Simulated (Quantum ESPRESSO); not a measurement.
**Computed NMR tensors in MgH₂**

```yaml
crystal:
  lattice:
    - [4.56180, 0.00000, 0.00000]
    - [0.00000, 4.56180, 0.00000]
    - [0.00000, 0.00000, 3.02050]
  atoms:
    - { symbol: Mg, position: [0.00000, 0.00000, 0.00000] }
    - { symbol: Mg, position: [0.50000, 0.50000, 0.50000] }
    - { symbol: H, position: [0.30444, 0.30444, 0.00000] }
    - { symbol: H, position: [0.19556, 0.80444, 0.50000] }
    - { symbol: H, position: [0.69556, 0.69556, 0.00000] }
    - { symbol: H, position: [0.80444, 0.19556, 0.50000] }
```
The cell was made here from an entry of the Crystallography Open Database (unchecked): atoms relaxed with PBE in the measured cell (PBE without dispersion, pw.x of a modified build of Quantum ESPRESSO, symmetry kept).  Stability against distortions was not tested.

Computed: shieldings by PBE GIPAW (Quantum ESPRESSO, JTH PAW datasets), 30 Ha, k-mesh 6×6×8 shifted, f-sum rule met within 0.002 %.

```tsv
site	site symmetry	σ_iso (ppm)
Mg (atoms 1, 2)	mmm	551
H (atoms 3, 4, 5, 6)	m2m	–
```

Shieldings of H and of elements past Ba are not listed.

Shieldings are absolute and leave out the bulk-susceptibility term; a larger σ means a smaller chemical shift. By our sweeps, such settings leave a few ppm in absolute σ. No d partial waves on Mg: the paramagnetic term there is incompletely reconstructed. Static lattice: thermal averaging is not included.
